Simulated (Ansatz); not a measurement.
Input, command and steps of an Ansatz relaxation.

```yaml
crystal:
  lattice:
    - [-0.0062495932, -4.8444411347, 2.855480941]
    - [-4.8449520475, -0.0061746033, 2.8555963103]
    - [-4.8734528875, -4.8730919547, -2.8899443668]
  atoms:
    - { symbol: O, position: [0.238585932, 0.2394523759, 0.4620771327] }
    - { symbol: O, position: [0.5746851238, 0.5756246955, 0.1522979226] }
    - { symbol: O, position: [0.8928349866, 0.8936080362, 0.7998881222] }
    - { symbol: O, position: [0.1077056978, 0.1090194816, 0.1987455304] }
    - { symbol: O, position: [0.4258536786, 0.4270865435, 0.8465878792] }
    - { symbol: O, position: [0.761976337, 0.7631987192, 0.5368816875] }
    - { symbol: O, position: [0.6229398806, 0.0392625099, 0.1773928741] }
    - { symbol: O, position: [0.962291498, 0.3786972189, 0.8213431721] }
    - { symbol: O, position: [0.2774922643, 0.7239270071, 0.4994594884] }
    - { symbol: O, position: [0.0382435166, 0.6239108878, 0.1774954203] }
    - { symbol: O, position: [0.3775985734, 0.9633583756, 0.8214631888] }
    - { symbol: O, position: [0.7230553516, 0.2787577785, 0.4995307783] }
    - { symbol: Mo, position: [0.3521742932, 0.3531534028, 0.6365609893] }
    - { symbol: Mo, position: [0.6483625162, 0.6494726408, 0.3623826693] }
    - { symbol: Mo, position: [0.3553170719, 0.3563959184, 0.1415239641] }
    - { symbol: Mo, position: [0.6452195047, 0.6462445942, 0.8573509921] }
    - { symbol: Mo, position: [0.0003316148, 0.0013897828, 0.499292312] }
    - { symbol: Sn, position: [0.0002018726, 0.0012336296, 0.9993313316] }
  symmetry: { detect: false }
basis:
  ecutwfc: 500
kpoints:
  mp_grid: { grid: [4, 4, 3] }
hamiltonian:
  xc: r2scan
scf:
  occupations: { method: gaussian, width: 0.1 }
  lower_state_search: "off"
output:
  forces: true
  stress: true
  eigenvalues: true
relax:
  adjacent_minimum: "off"
  f_tol: 0.04
  max_steps: 25
  cell: { stress_tol: 0.3 }
```

```bash
ansatz run input.yaml --threads 4 --pin off --max-ram 9216MiB --backend cpu --events-out ev --progress --plain --runs-dir out
```

All numbers below come from DFT r2SCAN, scalar-relativistic, plane waves, PAW in Ansatz.

Of 4 frames 3 are shown, positions in Å and forces in eV/Å; the SCF threshold varies from step to step. Steps run on the plane waves of an earlier cell, with a Pulay correction in the pressure. The basis is chosen afresh for the last frame, the zero of the energies, and at times for earlier ones too; energy and pressure can step there, also at an unchanged geometry. Where two frames share a geometry here, they differ by under 2 meV/atom and 0.3 GPa.

```xyz
18
Lattice="-0.0063 -4.8444 2.8555 -4.8450 -0.0062 2.8556 -4.8735 -4.8731 -2.8899" Properties=species:S:1:pos:R:3:forces:R:3 pbc="T T T" step=1 free_energy_over_end_meV_per_atom=0.11 pressure_GPa=-0.04
O    -3.4135   -3.4090    0.0297   -0.0073   -0.0085   -0.0466
O    -3.5347   -3.5297    2.8446   -0.0247   -0.0241   -0.0379
O    -8.2333   -8.2287    2.7896   -0.0288   -0.0229    0.0313
O    -1.4974   -1.4910    0.0445    0.0211    0.0156   -0.0368
O    -6.1977   -6.1912   -0.0110    0.0271    0.0245    0.0355
O    -6.3189   -6.3123    2.8036    0.0122    0.0141    0.0494
O    -1.0586   -3.8825    1.3783    0.0329   -0.0151   -0.0001
O    -5.8436   -8.6666    1.4556    0.0221   -0.0372   -0.0095
O    -5.9432   -3.7827    1.4162    0.0775   -0.0741    0.0055
O    -3.8881   -1.0541    1.3779   -0.0229    0.0369    0.0065
O    -8.6731   -5.8383    1.4552   -0.0335    0.0155   -0.0013
O    -3.7895   -5.9388    1.4171   -0.0701    0.0757   -0.0031
Mo   -4.8155   -4.8103    0.1745    0.0242    0.0330   -0.1000
Mo   -4.9168   -4.9109    2.6588   -0.0270   -0.0296    0.1029
Mo   -2.4187   -2.4132    1.6233   -0.0646   -0.0651    0.0135
Mo   -7.3133   -7.3077    1.2101    0.0658    0.0646   -0.0149
Mo   -2.4400   -2.4347   -1.4380    0.0002   -0.0006    0.0024
Sn   -4.8762   -4.8708   -2.8839   -0.0042   -0.0028    0.0031
18
Lattice="-0.0071 -4.8430 2.8586 -4.8436 -0.0069 2.8588 -4.8708 -4.8705 -2.8896" Properties=species:S:1:pos:R:3:forces:R:3 pbc="T T T" step=2 free_energy_over_end_meV_per_atom=0.02 pressure_GPa=-0.01
O    -3.4119   -3.4074    0.0274   -0.0114   -0.0101   -0.0293
O    -3.5344   -3.5295    2.8485   -0.0064   -0.0077   -0.0272
O    -8.2314   -8.2257    2.7951   -0.0015   -0.0037    0.0324
O    -1.4969   -1.4914    0.0452    0.0013    0.0034   -0.0307
O    -6.1944   -6.1881   -0.0081    0.0070    0.0083    0.0257
O    -6.3171   -6.3103    2.8127    0.0137    0.0121    0.0297
O    -1.0570   -3.8811    1.3813    0.0074   -0.0168   -0.0103
O    -5.8415   -8.6650    1.4585    0.0170   -0.0099    0.0108
O    -5.9387   -3.7836    1.4200    0.0260   -0.0263    0.0009
O    -3.8872   -1.0526    1.3816   -0.0165    0.0107   -0.0119
O    -8.6719   -5.8365    1.4588   -0.0069    0.0180    0.0092
O    -3.7902   -5.9340    1.4201   -0.0243    0.0264   -0.0005
Mo   -4.8127   -4.8071    0.1739    0.0014   -0.0012   -0.0210
Mo   -4.9161   -4.9105    2.6661   -0.0017    0.0011    0.0233
Mo   -2.4199   -2.4143    1.6257   -0.0074   -0.0113    0.0467
Mo   -7.3088   -7.3031    1.2145    0.0056    0.0089   -0.0466
Mo   -2.4388   -2.4336   -1.4381   -0.0016   -0.0004   -0.0025
Sn   -4.8740   -4.8686   -2.8835   -0.0018   -0.0016    0.0012
18
Lattice="-0.0065 -4.8429 2.8587 -4.8434 -0.0065 2.8586 -4.8702 -4.8697 -2.8896" Properties=species:S:1:pos:R:3:forces:R:3 pbc="T T T" step=4 free_energy_over_end_meV_per_atom=0.00 pressure_GPa=0.01
O    -3.4122   -3.4073    0.0246    0.0016    0.0023   -0.0091
O    -3.5342   -3.5295    2.8469    0.0059    0.0074   -0.0012
O    -8.2303   -8.2249    2.7968    0.0035    0.0040    0.0052
O    -1.4970   -1.4912    0.0433   -0.0014   -0.0019   -0.0034
O    -6.1932   -6.1868   -0.0066   -0.0059   -0.0072    0.0006
O    -6.3152   -6.3089    2.8154   -0.0012   -0.0020    0.0099
O    -1.0567   -3.8823    1.3812    0.0015    0.0058   -0.0032
O    -5.8393   -8.6644    1.4590   -0.0045   -0.0011    0.0023
O    -5.9370   -3.7840    1.4200   -0.0065    0.0059    0.0007
O    -3.8881   -1.0519    1.3811    0.0043    0.0015   -0.0023
O    -8.6707   -5.8339    1.4589   -0.0012   -0.0060    0.0033
O    -3.7902   -5.9321    1.4201    0.0066   -0.0063   -0.0006
Mo   -4.8119   -4.8063    0.1729    0.0078    0.0072    0.0022
Mo   -4.9154   -4.9099    2.6672   -0.0090   -0.0083   -0.0018
Mo   -2.4198   -2.4144    1.6264    0.0014   -0.0003    0.0207
Mo   -7.3075   -7.3018    1.2139   -0.0007    0.0008   -0.0207
Mo   -2.4386   -2.4332   -1.4383   -0.0011   -0.0007   -0.0027
Sn   -4.8736   -4.8680   -2.8834   -0.0011   -0.0013    0.0002
```

Time: 120 s on 4 threads of Arm Neoverse V2, with other jobs on the host, peak memory 1.5 GiB.

The k mesh is coarse. Spin polarisation was left out, and a magnetic state may lie lower.